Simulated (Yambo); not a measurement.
PbBrF: sweep of GW parameters

G0W0@PBEsol for PbBrF (space group P4/nmm, No. 129) in Yambo. Reference settings: 2×2×2 Γ-centred k mesh, 298 bands and a 6 Ry block in the screening, 298 bands in G with the Bruneval-Gonze terminator, plasmon pole fitted at 27.2 eV. The PBEsol gap Z → Z on this mesh is 2.12 eV; G0W0 gaps are taken between the same points.

```tsv
change from the reference	G0W0 gap Z → Z (eV)	shift of the valence edge (eV)	rough Yambo cost
reference settings	3.19	-0.76	1
128 bands in W, 128 bands in G	3.17	-0.45	about 1/3
200 bands in W, 200 bands in G	3.17	-0.64	within a factor of two
128 bands in G	3.17	-0.65	–
200 bands in G	3.18	-0.73	–
152 bands in W	3.18	-0.59	about 1/2
3 Ry block	2.93	-0.56	within a factor of two
2 Ry block	2.82	-0.49	within a factor of two
5 Ry block	3.14	-0.73	within a factor of two
pole fitted at 55 eV	3.23	-0.85	–
no random integration	3.19	-0.82	–
128 bands in G, no terminator	2.97	-0.08	–
200 bands in G, no terminator	3.07	-0.43	–
no terminator	3.13	-0.61	–
```

The reference isn't shown to be the converged limit. Costs are rough (shared machines), scaled to the same edge states, and given only for runs that recompute the screening.

The standard potential for Pb keeps a d shell in the valence without the s and p states of that shell. In tests on such compounds this moved G0W0 gaps by up to about 0.9 eV, so absolute quasiparticle energies here are unreliable; differences between settings are what counts.

Spin-orbit coupling is included.

Geometry of the Materials Project entry, not relaxed at this level; primitive cell a = b = 4.1851 Å, c = 7.6623 Å, α = β = γ = 90.00°.

A shift is the quasiparticle energy of the state minus its PBEsol energy.
